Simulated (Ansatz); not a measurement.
A geometry of Mg away from equilibrium: the start of the relaxation of a randomly generated symmetric cell of Mg (space group No. 164). All values below come from PBE (plane waves to 420 eV, PAW, scalar-relativistic; Ansatz, a first-principles code). Γ-centred k-mesh 11×11×7 on the run's cell (coarser than for final values), Fermi–Dirac smearing 0.05 eV.

```xyz
2
Lattice="3.5733 0.0000 0.0000 -1.7866 3.0946 0.0000 0.0000 0.0000 4.7254" Properties=species:S:1:pos:R:3:forces:R:3 pbc="T T T" free_energy=-3846.969 pressure_GPa=0.7
Mg     0.0000     2.0630     3.2836    0.0000    0.0000    1.6809
Mg     1.7866     1.0315     1.4418    0.0000    0.0000   -1.6809
```

Positions in Å, forces in eV/Å, free energy of the cell in eV (comparable only within this code, potentials and settings). Largest force: 1.68 eV/Å, on Mg1, Mg2 (atoms numbered as listed); the geometry lies 0.33 eV/atom above the end of its relaxation.

No spin polarisation in the result.

The run could not lose the symmetry of its start.
